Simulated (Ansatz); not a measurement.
Cu Kα1 powder pattern (kinematic, no thermal factors).
```csv
2θ (°),relative intensity
15.68,2
22.41,100
22.75,3
23.61,56
25.37,66
29.96,2
32.78,36
35.85,6
39.33,92
42.60,90
45.73,15
46.38,55
47.38,12
52.10,10
54.26,2
57.89,2
59.36,33
61.86,12
63.21,10
66.34,21
67.18,9
69.05,2
71.30,15
72.24,1
73.55,34
75.73,2
76.30,12
79.73,2
79.93,12
80.15,2
84.60,10
85.49,1
88.85,7
88.93,4
89.40,8
```

The pattern is computed from a structure relaxed with Ansatz, DFT PBE, scalar-relativistic, plane waves, PAW. No spin polarisation. Its elements are As, In, Sb.

**Question.** Give the structure.

**Answer.** In₃Sb₂As.
Space group P6_3mc (No. 186). a = 4.578 Å, b = 4.578 Å, c = 22.590 Å, α = 90.00°, β = 90.00°, γ = 120.00°
```tsv
atom	site	symmetry	x	y	z
In	2b	3m.	0.6667	0.3333	0.1729
In	2b	3m.	0.6667	0.3333	0.5004
In	2b	3m.	0.6667	0.3333	0.8274
Sb	2b	3m.	0.6667	0.3333	0.6274
Sb	2b	3m.	0.6667	0.3333	0.9552
As	2b	3m.	0.6667	0.3333	0.2921
```

A pattern alone doesn't exclude other cells with like lines; this is the one computed.

The cell was found from a structure generator's guess, not taken from experiment.
